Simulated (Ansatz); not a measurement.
MnCuO2:
Space group C2/m (No. 12); a = 5.597 Å, b = 2.890 Å, c = 5.861 Å, α = 90.00°, β = 103.81°, γ = 90.00°

```
atom  site  symmetry       x       y       z
----  ----  --------  ------  ------  ------
Mn      2a       2/m  0.0000  0.0000  0.0000
Cu      2d       2/m  0.0000  0.5000  0.5000
O       4i         m  0.4061  0.0000  0.1799
```
(The calculation used a cell of 4 atoms; values per cell refer to that cell.)
The run is spin-polarised, in the one order tried: ferromagnetic.

Relaxed at zero pressure with DFT-r²SCAN in the program Ansatz with PAW potentials.

Question: The volume is lowered by 6 % and shape and atoms relax at that volume. What pressure results, and how do the axes share the change?

Answer: 8.4 GPa; a -4.0 %, b -1.7 %, c -0.9 %; the energy rises by 17 meV/atom.

Question: Give the new structure.

Answer: 
Space group C2/m (No. 12); a = 5.3730 Å, b = 2.8409 Å, c = 5.8112 Å, α = 90.00°, β = 102.67°, γ = 90.00°

```csv
atom,site,symmetry,x,y,z
Mn,2a,2/m,0.0000,0.0000,0.0000
Cu,2d,2/m,0.0000,0.5000,0.5000
O,4i,m,0.4009,0.0000,0.1822
```

The phase is kept; no other phase was compared at this pressure.

The workflow started from a Materials Project entry (that database holds measured and hypothetical structures alike); the Crystallography Open Database copy checked does not list it. Whether it is the stable phase at ambient conditions was not checked. Symmetry was held in the r²SCAN relaxation; its stability against distortions is not shown here. The final state is ferromagnetic, the only order run, not a proven ground state. Other orbital occupations within this spin state were not tried. No Hubbard U is applied.

Potentials: the later of the program's two PAW sets.
